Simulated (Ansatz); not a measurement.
## K3RuW: rattling a relaxed structure

It was reached by relaxing an invented guess, and it needn't be the stable form of this composition.

These are results of Ansatz, DFT PBE, scalar-relativistic, plane waves, PAW, not measurements. Plane waves to 420 eV, a k mesh through Γ of 12×12×4 on the computed 5-atom cell and Gaussian smearing (0.10 eV); no spin polarisation.

The cell below (5 atoms, space group P-6m2 (No. 187)) is relaxed within its symmetry.

```
CELL_PARAMETERS angstrom
4.16406 0.00000 0.00000
-2.08203 3.60618 0.00000
0.00000 0.00000 14.05323
ATOMIC_POSITIONS crystal
K 0.33333 0.66667 0.19414
K 0.33333 0.66667 0.80586
K 0.66667 0.33333 0.50000
Ru 0.66667 0.33333 0.00000
W 0.00000 0.00000 0.00000
```

For the test a repeat of it with 10 atoms (edges 4.16, 4.16, 28.11 Å) was strained at random (σ = 1.5 % a component), the atoms were moved at random (σ = 0.15 Å), and all was relaxed again on a coarse 6×6×1 mesh (in the run’s order of axes) with 0.20 eV smearing, with no symmetry imposed.

These runs have no spin–orbit coupling, which can matter for W.

Question: What happens?

Answer: It doesn't return. The energy falls by 14 meV/atom on that mesh, the volume changes by 0.2 %, and the end has space group Cm (No. 8) at a loose tolerance. Relaxed again on an 8×8×2 mesh with 0.10 eV smearing, the new structure lies 18 meV/atom below the first (mesh in the axes of the run's cell; the cell below is made exact in the group named). Space group P1 (No. 1), triclinic, a = 4.130 Å, b = 4.144 Å, c = 28.125 Å, α = 89.6°, β = 89.8°, γ = 60.3°. K on its first site has 3 Ru at 3.52–3.53 Å, 3 W at 3.69–3.70 Å, 6 K at 4.13–4.16 Å and 3 K at 4.93–4.96 Å; K on its second site is surrounded by 3 W at 3.57 Å, 3 Ru at 3.73–3.75 Å, 6 K at 4.13–4.16 Å and 3 K at 4.88–4.91 Å; around Ru on its first site lie 3 W at 2.40–2.41 Å and 6 K at 3.52–3.75 Å; around W on its first site lie 3 Ru at 2.40–2.41 Å and 6 K at 3.57–3.70 Å; 6 more sites not described.

```cif
data_structure
_symmetry_space_group_name_H-M 'P1'
_symmetry_Int_Tables_number 1
_cell_length_a 4.1296
_cell_length_b 4.1441
_cell_length_c 28.1252
_cell_angle_alpha 89.618
_cell_angle_beta 89.844
_cell_angle_gamma 60.310
_cell_volume 418.12
loop_
_atom_site_label
_atom_site_type_symbol
_atom_site_symmetry_multiplicity
_atom_site_Wyckoff_symbol
_atom_site_fract_x
_atom_site_fract_y
_atom_site_fract_z
_atom_site_occupancy
K1 K 1 a 0.32974 0.33756 0.90406 1
K2 K 1 a 0.33282 0.33671 0.40178 1
K3 K 1 a 0.33427 0.32502 0.59593 1
K4 K 1 a 0.33046 0.33102 0.09822 1
K5 K 1 a 0.67192 0.67425 0.75001 1
K6 K 1 a 0.67331 0.66925 0.25000 1
Ru1 Ru 1 a 0.66347 0.66649 0.99600 1
Ru2 Ru 1 a 0.66695 0.66250 0.50399 1
W1 W 1 a 0.00025 0.99695 0.49589 1
W2 W 1 a 0.99681 0.00025 0.00413 1
```
